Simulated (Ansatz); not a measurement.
This guess for Li₃GaC is about to be relaxed.

```yaml
crystal:
  lattice:
    - [6.16374, 0.00000, 0.00000]
    - [-3.08187, 5.33796, 0.00000]
    - [0.00000, 0.00000, 5.17754]
  atoms:
    - { symbol: Li, position: [0.83333, 0.66667, 0.75000] }
    - { symbol: Li, position: [0.33333, 0.16667, 0.75000] }
    - { symbol: Li, position: [0.83333, 0.16667, 0.75000] }
    - { symbol: Li, position: [0.16667, 0.33333, 0.25000] }
    - { symbol: Li, position: [0.66667, 0.83333, 0.25000] }
    - { symbol: Li, position: [0.16667, 0.83333, 0.25000] }
    - { symbol: Ga, position: [0.33333, 0.66667, 0.75000] }
    - { symbol: Ga, position: [0.66667, 0.33333, 0.25000] }
    - { symbol: C, position: [0.00000, 0.00000, 0.00000] }
    - { symbol: C, position: [0.00000, 0.00000, 0.50000] }
```

All numbers below come from DFT PBE, scalar-relativistic, plane waves, PAW in Ansatz 0.2.0. Cutoff 420 eV, Gaussian smearing, Γ-centred meshes. Cell and atoms relax first on a coarse mesh and then on a finer one. In between, the cell is made exact in the group found at 0.06 Å. In metals the finer mesh still leaves noise of several meV/atom or more. The steps can't lower the symmetry of their start. No spin polarisation.

A guess keeps its type if space group and coordination stay and the shape of the cell changes little (axis ratios within about 15 %, angles within 6°); the volume may change.

Question: Does it keep its structure type, or change into something else?

Answer: It doesn't keep its type. The symmetry stays P6_3/mmc (No. 194). The volume per atom shrinks by 16.2 %, from 17.0 to 14.3 Å³. The shortest distance goes from 2.20 Å (Li–C) to 1.68 Å (C–C). The ratio c/a of the conventional cell changes by a factor of 0.57. Counting neighbours within 15 % of an atom's shortest distance, the start has C 6, Ga 12, Li 2 and the end C 2, Ga 6, Li 2. In detail, at the end Li is surrounded by 2 C at 2.16 Å, 4 Li at 2.60 Å and 2 Ga at 2.66 Å; Ga is surrounded by 6 Li at 2.66 Å; around C lie 2 C at 1.68 Å and 6 Li at 2.16 Å.

```
CELL_PARAMETERS angstrom
7.01354 0.00000 0.00000
-3.50677 6.07390 0.00000
0.00000 0.00000 3.35057
ATOMIC_POSITIONS crystal
Li 0.83644 0.67287 0.75000
Li 0.32713 0.16356 0.75000
Li 0.83644 0.16356 0.75000
Li 0.16356 0.32713 0.25000
Li 0.67287 0.83644 0.25000
Li 0.16356 0.83644 0.25000
Ga 0.33333 0.66667 0.75000
Ga 0.66667 0.33333 0.25000
C 0.00000 0.00000 0.00000
C 0.00000 0.00000 0.50000
```

The last run used a 9×9×10 mesh (in the run's order of axes) for its 10-atom cell and Gaussian smearing of 0.10 eV. A structure relaxed within its symmetry needn't be a true minimum.
